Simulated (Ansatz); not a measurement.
Ni3Sn4:
```xyz
7
Lattice="6.0567 2.0169 0.0000 -6.0567 2.0169 0.0000 -1.3702 0.0000 5.0041" Properties=species:S:1:pos:R:3 pbc="T T T"
Ni     0.0000     0.0000     0.0000
Ni     2.5307     2.0169     3.3230
Ni    -3.9009     2.0169     1.6811
Sn     0.4486     2.0169     1.5660
Sn    -1.8188     2.0169     3.4380
Sn     3.7237     2.0169     0.9452
Sn    -5.0939     2.0169     4.0589
```

Relaxed with PBEsol. Special points in fractions of this cell's reciprocal vectors: Γ (0.000, 0.000, 0.000); C (0.280, 0.280, 0.000); C2 (-0.280, 0.720, 0.000); Y2 (-0.500, 0.500, 0.000); M2 (-0.500, 0.500, 0.500); D (-0.261, 0.739, 0.500); D2 (0.261, 0.261, 0.500); A (0.000, 0.000, 0.500); L2 (0.000, 0.500, 0.500); V2 (0.000, 0.500, 0.000).

### Question
List the band energies nearest the Fermi level at these points for the program Ansatz at the PBEsol level (PAW).

### Answer
In eV from the Fermi level; about four levels below and three above (degenerate sets whole), none deeper than 8.9 eV; points with the same levels are listed once.

| k | below | above |
|---|---|---|
| Γ | -1.28 -0.81 -0.33 -0.24 | 0.53 0.86 1.90 |
| C | -1.23 -1.11 -0.93 -0.51 | 0.66 1.10 1.44 |
| Y2 | -1.24 -1.16 -1.03 -0.70 | 0.28 0.94 1.79 |
| M2 | -1.60 -1.51 -1.50 -0.98 | 0.55 0.74 0.87 |
| D | -1.21 -1.21 -1.03 -0.91 | 0.22 0.76 1.91 |
| A | -1.39 -1.23 -1.07 -0.17 | 0.20 1.07 1.66 |
| L2 | -1.25 -1.16 -0.45 -0.27 | 0.37 2.64 2.98 |
| V2 | -1.36 -1.11 -0.96 -0.51 | 0.29 0.96 2.31 |

Space group C2/m. The workflow started from a Materials Project entry (that database holds measured and hypothetical structures alike); the Crystallography Open Database files this formula in space group No. 12, but the cells were not matched. Whether it is the stable phase at ambient conditions was not checked. The cell was relaxed with PBEsol under the symmetry of its start; of distortions, only those at the zone centre were tested. No spin polarisation was allowed. Spin–orbit coupling is left out wherever it is not named.

Potentials: the later of the program's two PAW sets.
